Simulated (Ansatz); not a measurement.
## 33S NMR of the central transition in KCSN

Cell: a computed structure from the Materials Project (it need not be an observed phase), taken as it stands.

Space group Pbcm (No. 57); a = 6.8499, b = 6.7033, c = 7.7665 Å.

| site | Wyckoff | site symmetry | x | y | z |
| --- | --- | --- | --- | --- | --- |
| K | 4c | 2.. | 0.8012 | 0.7500 | 0.5000 |
| C | 4d | ..m | 0.2317 | 0.7128 | 0.7500 |
| S | 4d | ..m | 0.3952 | 0.8897 | 0.7500 |
| N | 4d | ..m | 0.8883 | 0.0838 | 0.7500 |

One atom of each set is listed.

Computed with Ansatz: DFT, PBE, plane waves and PAW, scalar-relativistic, 420 eV cutoff, Γ-centred 4×4×4 k-points, Fermi–Dirac smearing 0.02 eV.

33S has I = 3/2 and Q = -69.40 mb (Pyykkö 2018); at 23.5 T its Larmor frequency is ν₀ = 76.9 MHz. Only the quadrupole interaction is simulated: positions count from each site's isotropic chemical shift, and shift anisotropy, dipolar and J coupling are left out.

Simulated pattern of one S site (static powder, Gaussian broadening 80 kHz):

```json
{"offset (kHz)": "-1566.7", "height": "0"}
{"offset (kHz)": "-1486.0", "height": "8"}
{"offset (kHz)": "-1405.4", "height": "75"}
{"offset (kHz)": "-1324.7", "height": "100"}
{"offset (kHz)": "-1244.0", "height": "65"}
{"offset (kHz)": "-1163.3", "height": "51"}
{"offset (kHz)": "-1082.6", "height": "44"}
{"offset (kHz)": "-1002.0", "height": "40"}
{"offset (kHz)": "-921.3", "height": "37"}
{"offset (kHz)": "-840.6", "height": "35"}
{"offset (kHz)": "-759.9", "height": "33"}
{"offset (kHz)": "-679.2", "height": "32"}
{"offset (kHz)": "-598.6", "height": "31"}
{"offset (kHz)": "-517.9", "height": "30"}
{"offset (kHz)": "-437.2", "height": "29"}
{"offset (kHz)": "-356.5", "height": "29"}
{"offset (kHz)": "-275.8", "height": "29"}
{"offset (kHz)": "-195.2", "height": "29"}
{"offset (kHz)": "-114.5", "height": "29"}
{"offset (kHz)": "-33.8", "height": "28"}
{"offset (kHz)": "46.9", "height": "23"}
{"offset (kHz)": "127.6", "height": "23"}
{"offset (kHz)": "208.2", "height": "24"}
{"offset (kHz)": "288.9", "height": "26"}
{"offset (kHz)": "369.6", "height": "28"}
{"offset (kHz)": "450.3", "height": "30"}
{"offset (kHz)": "531.0", "height": "34"}
{"offset (kHz)": "611.6", "height": "42"}
{"offset (kHz)": "692.3", "height": "62"}
{"offset (kHz)": "773.0", "height": "74"}
{"offset (kHz)": "853.7", "height": "10"}
{"offset (kHz)": "934.4", "height": "0"}
```

Problem. Which |C_Q| and η does the pattern imply?

Solution. The pattern spans 2226 kHz before broadening and its centre of gravity is at -417 kHz, which fixes P_Q; the places of the horns and steps fix η. That gives P_Q = 35.8 MHz, |C_Q| = 35.8 MHz and η = 0.03. The sign of C_Q can't be read from the pattern.

At S V_zz points along its bond to C (within 1°).

With ν_Q/ν₀ up to 0.23, terms beyond second order are no longer negligible.

The largest force is 0.5 eV/Å, so the atoms aren't at the calculated equilibrium and relaxing them would move these values. A computed database structure should lie near equilibrium, so this entry is doubtful.
